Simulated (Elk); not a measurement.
An Elk run on MnHg with settings drawn from a wide range, so not all are converged; totals and levels move with the basis, and no second program has checked them. Level of theory: DFT, LDA (Perdew-Zunger), all-electron APW+lo, Dirac cores, scalar-relativistic bands in Elk 11.2.3 with local patches. Elk's input is in atomic units.

Command: `OMP_NUM_THREADS=1 elk`

```
tasks
  0
  110
  115
  15
  10
  21

xctype
  2

rgkmax
  6

gmaxvr
  16

lmaxapw
  8

lmaxo
  8

lmaxi
  4

nrmtscf
  2

nempty
  8

epspot
  1e-06

epsengy
  1e-05

maxscl
  100

swidth
  0.0005

stype
  1

lradstp
  2

mixtype
  1

hmaxvr
  6

reducebf
  0.5

spinpol
  .true.

tforce
  .false.

autolinengy
  .true.

sppath
  './'

avec
  6.26444210313 0.00000000000 0.00000000000
  0.00000000000 6.26444210313 0.00000000000
  0.00000000000 0.00000000000 6.26444210313

atoms
  2
  'Mn.in'
  1
  0.500000000000 0.500000000000 0.500000000000   0.000 0.000 -0.200
  'Hg.in'
  1
  0.000000000000 0.000000000000 0.000000000000   0.000 0.000 0.000

ngridk
  10 10 10

wplot
  120 100 1
  -0.55 0.3

plot1d
  8 30
  0.0000000000 0.0000000000 0.0000000000
  0.0000000000 0.5000000000 0.0000000000
  0.5000000000 0.5000000000 0.0000000000
  0.0000000000 0.0000000000 0.0000000000
  0.5000000000 0.5000000000 0.5000000000
  0.0000000000 0.5000000000 0.0000000000
  0.5000000000 0.5000000000 0.5000000000
  0.5000000000 0.5000000000 0.0000000000
```

Muffin-tin radii in the species files: Hg 2.29, Mn 1.96 bohr.

The geometry is COD entry 1522376, unchecked; take it as a test cell.

Question: What does the run give?

Answer: It refused before any iteration.
```
Error(init0): requested spin-polarised run with spin-unpolarised
 exchange-correlation functional
```
